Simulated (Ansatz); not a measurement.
Ga$_{3}$Mo:
```
Ga3Mo
1.0
    3.91030     0.00000     0.00000
    0.00000     3.91030     0.00000
    0.00000     0.00000     3.91030
Ga Mo
3 1
Direct
  0.00000   0.50000   0.50000
  0.50000   0.50000   0.00000
  0.50000   0.00000   0.50000
  0.00000   0.00000   0.00000
```

Relaxed with PBEsol. Special points in fractions of this cell's reciprocal vectors: Γ (0.000, 0.000, 0.000); X (0.000, 0.500, 0.000); M (0.500, 0.500, 0.000); R (0.500, 0.500, 0.500).

Q: List the band energies nearest the Fermi level at these points for plane-wave PAW PBEsol with spin–orbit coupling (Ansatz code).

A: In eV from the Fermi level; about four levels below and three above (degenerate sets whole), none deeper than 8.9 eV; points with the same levels are listed once.

```
k                                below                          above
-  -----------------------------------  -----------------------------
Γ  -0.67 -0.67 -0.67 -0.67 -0.55 -0.55  2.56 2.56 3.00 3.00 3.00 3.00
X              -0.56 -0.56 -0.22 -0.22            1.11 1.11 1.33 1.33
M              -2.50 -2.50 -0.09 -0.09            0.13 0.13 0.29 0.29
R              -3.77 -3.77 -3.77 -3.77            0.21 0.21 0.21 0.21
```

Space group Pm-3m (Cu3Au type). The cell is a constructed one: a structure type filled with these elements; neither database checked (COD, Materials Project) lists it. Whether it is the stable phase at ambient conditions was not checked. Symmetry was held in the PBEsol relaxation. At this level the phase is mechanically unstable. The run is not spin-polarised.

Potentials: the earlier of the program's two PAW sets. The files were generated under PBE; for other functionals the program regenerates the frozen cores, and for LDA and PBEsol the local potential too.
